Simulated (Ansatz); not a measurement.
# W: two-dimensional strain map

These are results of DFT r2SCAN, scalar-relativistic, plane waves, PAW in Ansatz, not measurements. The runs took a 500 eV cutoff, a Γ-centred 20×20×20 mesh and Gaussian smearing (0.15 eV). Spin–orbit coupling is left out, which can shift energies with elements as heavy as these. No spin polarisation. Energies are free energies at this smearing, counted from the undisturbed cell; pressure is positive in compression.

The starting cell (as given, not relaxed at this level; it stands at -7.5 GPa):

```
W
1.0
    -1.59730    1.59730    1.59730
     1.59730   -1.59730    1.59730
     1.59730    1.59730   -1.59730
W
1
Cartesian
  0.0000 0.0000 0.0000
```

The cell is strained by p along both x and y and by q along z, fractional coordinates fixed. Points are written (p, q).

Energy above the undisturbed cell in meV/atom (a dash: not computed):

| p \ q | -0.050 | -0.025 | 0.000 | 0.025 | 0.050 |
| --- | --- | --- | --- | --- | --- |
| -0.050 | 282.0 | 182.7 | 127.1 | 107.5 | 116.8 |
| -0.025 | 100.6 | 34.1 | 9.7 | 20.4 | 59.1 |
| 0.000 | 36.3 | -1.5 | 0.0 | 34.6 | 96.8 |
| 0.025 | 67.2 | 55.6 | 79.7 | ? | ? |
| 0.050 | ? | ? | 232.2 | 304.2 | 400.4 |

**Question.** Fill in the withheld energies.

**Answer.** (0.025, 0.025): 134.4; (0.025, 0.050): 215.3; (0.050, -0.050): 175.2; (0.050, -0.025): 187.9.